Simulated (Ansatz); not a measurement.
**AlBiP2S7: input and output**

Input file of Ansatz 0.2.0:

```yaml
crystal:
  lattice:
    - [4.22671, 4.698965, 0.0]
    - [4.22671, -4.698965, 0.0]
    - [0.875703, 0.0, -6.587677]
  atoms:
    - { symbol: Bi, position: [0.89716, 0.10284, 0.0] }
    - { symbol: Al, position: [0.48837, 0.51163, 0.5] }
    - { symbol: P, position: [0.94007, 0.66113, 0.5753] }
    - { symbol: P, position: [0.33887, 0.05993, 0.4247] }
    - { symbol: S, position: [0.67587, 0.64289, 0.7663] }
    - { symbol: S, position: [0.35711, 0.32413, 0.2337] }
    - { symbol: S, position: [0.84387, 0.52393, 0.3352] }
    - { symbol: S, position: [0.47607, 0.15613, 0.6648] }
    - { symbol: S, position: [0.17438, 0.54942, 0.7166] }
    - { symbol: S, position: [0.45058, 0.82562, 0.2834] }
    - { symbol: S, position: [0.0073, 0.9927, 0.5] }
  symmetry: { tolerance: 0.0003 }
kpoints:
  mp_grid: { grid: [5, 5, 5], shift: [0, 0, 0] }
  band_path:
    path:
      - [0.0, 0.0, 0.0]
      - [0.5, -0.5, 0.0]
      - [0.5, -0.5, -0.5]
      - [0.0, 0.0, -0.5]
      - [0.0, 0.0, 0.0]
      - [0.0, -0.5, -0.5]
      - [0.0, 0.0, 0.0]
      - [0.0, -0.5, 0.0]
    npoints: 8
magnetization:
  spin_polarized: false
scf:
  occupations: { method: fermi_dirac }
  lower_state_search: "off"
  max_iter: 200
hamiltonian:
  pseudopotentials: { kind: paw }
  xc: r2scan
basis:
  ecutwfc: 500
  fft_grid_basis: typed
output:
  forces: true
  stress: true
  eigenvalues: true
  populations: true
  elf: true
  write_potential: true
  volumetric_format: npy
  dos:
    e_range: [-12, 8]
    de: 0.05
    projected: { site_lists: { Al: [Al], Bi: [Bi], P: [P], S: [S] } }
checkpoint:
  read: saved_state
```

The run starts from an earlier solution of this cell. 

Output (shortened):

```
SCF iter   1: F=-20813.4334 eV  Δρ=6.37e-4  dr2=7.08e-4  dr2_τ=4.11e-4
SCF iter   2: F=-20813.4336 eV  Δρ=1.90e-4  dr2=1.23e-4  dr2_τ=5.29e-6
SCF iter   3: F=-20813.4337 eV  Δρ=7.66e-5  dr2=3.47e-5  dr2_τ=8.94e-7
SCF iter   4: F=-20813.4335 eV  Δρ=3.56e-5  dr2=7.22e-6  dr2_τ=1.37e-7
SCF iter   5: F=-20813.4335 eV  Δρ=1.30e-5  dr2=1.12e-6  dr2_τ=3.16e-8
SCF iter   6: F=-20813.4335 eV  Δρ=6.09e-6  dr2=1.40e-7  dr2_τ=1.75e-8
SCF iter   7: F=-20813.4335 eV  Δρ=2.44e-6  dr2=4.17e-8  dr2_τ=6.09e-10
Free energy (F): -20813.4335 eV
Harris-Foulkes:  -20813.4335 eV  (|F-HF|=2.18e-8)
Internal energy: -20813.2542 eV  (E = F + TS)
E sigma→0 (E₀):  -20813.3439 eV
Entropy (-TS):   -0.1794 eV (-16.306 meV/atom)
Fermi energy:    5.7477 eV
--- Per-component energies (eV) ---
  E_band       = -287.5177
  E_kinetic    = 1225.3679
  E_local      = -3147.2797  (includes V_loc(G=0)·N_el)
  E_nonlocal   = 833.3990
  E_hartree    = 1042.5140
  E_xc         = -939.0325
  E_vxc        = -984.6591  (∫ρ·V_xc dr)
  E_paw        = -16579.1143  (= ΣΔE_a)
  E_vpaw       = -350.0604  (= ΣTr[D̂ρ^β])
  E_aug_tail   = -0.0003  (compensation charges beyond the density's cutoff)
  E_vtau       = 50.6911  (kinetic-family band-sum trace: ∫τ·v_τ [+ j·A + Jᵃ·Aᵃ] dr)
  E_ewald      = -3248.9737
  E_core_change = -0.1346  (= ΣΔE_core)
  E_smearing   = -0.1794  (= −TS)
--- Stress (GPa, compression-positive) ---
        1.9618       0.0000      -0.1827
        0.0000       4.3844       0.0000
       -0.1827       0.0000       1.1749
  P = ⅓ Tr σ = 2.5070 GPa (25.070 kbar)
--- Löwdin populations: 11 sites ---
  site symbol       q [e]
     0     Bi     14.5920
     1     Al      2.4708
     2      P      4.0269
     3      P      4.0269
     4      S      6.2880
     5      S      6.2880
     6      S      6.3042
     7      S      6.3042
     8      S      6.2792
     9      S      6.2792
    10      S      6.1162
  spilling = 0.0146 (of n_electrons = 70.0000)
```

Total energies depend on the potentials used, so only differences within one code and one set of settings carry meaning.

Origin: a known structure type with other elements, at an estimated volume, so it need not be a known compound. Caveats: many states at the Fermi level without spin polarisation, so a magnetic state may lie lower.
